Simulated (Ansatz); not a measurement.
## Bi2TeO4, before and after

The cell of Bi2TeO4 is invented: species swapped into a database cell of Ce2SeF4 (R-3m, No. 166), with Bi on the Ce sites, Te on the Se sites and O on the F sites. The dimensions are guesses.

start.cif

```cif
data_structure
_symmetry_space_group_name_H-M 'R-3m:H'
_symmetry_Int_Tables_number 166
_cell_length_a 4.1078
_cell_length_b 4.1078
_cell_length_c 22.8282
_cell_angle_alpha 90.000
_cell_angle_beta 90.000
_cell_angle_gamma 120.000
_cell_volume 333.59
loop_
_atom_site_label
_atom_site_type_symbol
_atom_site_symmetry_multiplicity
_atom_site_Wyckoff_symbol
_atom_site_fract_x
_atom_site_fract_y
_atom_site_fract_z
_atom_site_occupancy
Bi1 Bi 6 c 0.33333 0.66667 0.91012 1
Te1 Te 3 a 0.00000 0.00000 0.00000 1
O1 O 6 c 0.33333 0.66667 0.80561 1
O2 O 6 c 0.66667 0.33333 0.76470 1
```

Level of theory: DFT PBE, scalar-relativistic, plane waves, PAW in Ansatz 0.2.0. Cutoff 420 eV, Gaussian smearing, Γ-centred meshes. Cell and atoms relax first on a coarse mesh, the cell is then made exact in the group found at 0.06 to 0.08 Å, and last on a converged mesh; the steps can't lower the symmetry of their start. No spin polarisation.

end.cif

```cif
data_structure
_symmetry_space_group_name_H-M 'R-3m:H'
_symmetry_Int_Tables_number 166
_cell_length_a 3.8780
_cell_length_b 3.8780
_cell_length_c 25.7890
_cell_angle_alpha 90.000
_cell_angle_beta 90.000
_cell_angle_gamma 120.000
_cell_volume 335.88
loop_
_atom_site_label
_atom_site_type_symbol
_atom_site_symmetry_multiplicity
_atom_site_Wyckoff_symbol
_atom_site_fract_x
_atom_site_fract_y
_atom_site_fract_z
_atom_site_occupancy
Bi1 Bi 6 c 0.33333 0.66667 0.89428 1
Te1 Te 3 a 0.00000 0.00000 0.00000 1
O1 O 6 c 0.33333 0.66667 0.80200 1
O2 O 6 c 0.66667 0.33333 0.70696 1
```

The symmetry stays R-3m (No. 166). The volume per atom grows by 0.7 %, from 15.9 to 16.0 Å³. The shortest distance goes from 2.38 Å (Bi–O) to 2.37 Å (Bi–O). The ratio c/a of the conventional cell changes by a factor of 1.20.

* Volume per atom: 15.99 Å³
* Density: 9.04 g/cm³
* Energy over the elements: −0.73 eV/atom
* Gap on the 12×12×12 mesh of the 7-atom cell: 0 eV (a metal)

Formation energies are uncorrected and refer to the elements' standard structures at the same level (O₂ as a molecule).

The last run used Gaussian smearing of 0.10 eV. Spin–orbit coupling, which can matter for Bi and Te, is left out. The reference form of Te is held partly by dispersion forces, which this level lacks. Symmetry constrained the relaxation, so the result can be a saddle point. Another cell of the same search, in Fmm2, lies 171 meV/atom lower, so this cell isn't the stable form at this level.
